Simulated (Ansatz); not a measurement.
ZrN (rock salt, Fm-3m) under volume change, plane-wave PAW PBEsol (Ansatz code), scaled uniformly.

```json
[
 {"V (Å³/atom)": "10.734", "E − E(relaxed) (meV/atom)": "94.5", "P (GPa)": "30.99"},
 {"V (Å³/atom)": "11.088", "E − E(relaxed) (meV/atom)": "?", "P (GPa)": "?"},
 {"V (Å³/atom)": "11.441", "E − E(relaxed) (meV/atom)": "9.4", "P (GPa)": "8.73"},
 {"V (Å³/atom)": "11.795", "E − E(relaxed) (meV/atom)": "0.0", "P (GPa)": "0.00"},
 {"V (Å³/atom)": "12.149", "E − E(relaxed) (meV/atom)": "8.5", "P (GPa)": "-7.45"},
 {"V (Å³/atom)": "12.503", "E − E(relaxed) (meV/atom)": "32.1", "P (GPa)": "-13.81"},
 {"V (Å³/atom)": "12.857", "E − E(relaxed) (meV/atom)": "?", "P (GPa)": "?"}
]
```

### Question
Complete the blanks.

### Answer

- 12.857, E − E(relaxed) (meV/atom): 68.7
- 12.857, P (GPa): -19.22
- 11.088, E − E(relaxed) (meV/atom): 39.7
- 11.088, P (GPa): 18.97

### Question
What does a third-order Birch–Murnaghan fit give for V₀, B₀ and B′?

### Answer
V₀ = 11.80 Å³/atom, B₀ = 268 GPa, B′ = 4.3.

Symmetry was held in the PBEsol relaxation; of distortions, only those at the zone centre were tested. The run is not spin-polarised.

Potentials: the earlier of the program's two PAW sets.
